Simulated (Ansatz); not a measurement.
# Stationary points along a deformation path in MoOs

Computed with DFT LDA, scalar-relativistic, plane waves, PAW in Ansatz. Cutoff 420 eV, Γ-centred 21×21×12 k-points, Gaussian smearing of 0.15 eV. Spin–orbit coupling is left out, which can shift energies with elements as heavy as these. No spin polarisation. Energies are free energies at this smearing, counted from the undisturbed cell; pressure is positive in compression.

Reference structure (as given, not relaxed at this level; it stands at -16.4 GPa, and it needn't be the usual structure):

```
CELL_PARAMETERS angstrom
2.78176 0.00000 0.00000
-1.39088 2.40907 0.00000
0.00000 0.00000 4.50706
ATOMIC_POSITIONS crystal
Mo 0.66667 0.33333 0.50000
Os 0.33333 0.66667 0.00000
```

At fixed volume and fractional coordinates, lengths along (0.000, 0.000, 1.000) are scaled against those across it; ρ is that ratio over its starting value. V = 15.102 Å³/atom. Δσ is the stress along the axis less the mean stress across it (compression positive).

```csv
ρ,ΔE (meV/atom),Δσ (GPa),space group
0.800,370.7,40.92,P-6m2
0.850,222.6,36.88,P-6m2
0.920,63.0,24.81,P-6m2
0.960,12.5,12.15,P-6m2
1.000,0.0,-2.55,P-6m2
1.050,35.8,-20.92,P-6m2
1.100,122.7,-38.07,P-6m2
1.200,402.1,-63.50,P-6m2
1.300,768.3,-80.82,P-6m2
```

Question: How does the stress give the slope of the energy, and where is the energy stationary?

Answer: Along the path d ln(length) is 2/3 d ln ρ on the axis and −1/3 d ln ρ across it, so dE/d ln ρ = −(2/3) V Δσ: the energy falls with ρ where Δσ is positive. Δσ vanishes or changes sign between ρ = 0.960 and 1.000, a minimum (near 0.99 by linear interpolation). Pairs of stationary points between two samples would go unseen, and could change a minimum read from distant neighbours into a maximum.

Question: Integrate that slope from ρ = 1 to 0.850 by the trapezoid rule.

Answer: With V/N in Å³ and 1 eV/Å³ = 160.2 GPa the slopes at ρ = 1.000, 0.960, 0.920, 0.850 are 160, -764, -1559, -2317 meV/atom per unit of ln ρ. The steps add 12.3 + 49.4 + 153.4 = 215.1 meV/atom, against 222.6 from the energies; the trapezoid rule misses the curvature of the slope within each step.

In a metal these slopes depend on the k mesh and the smearing.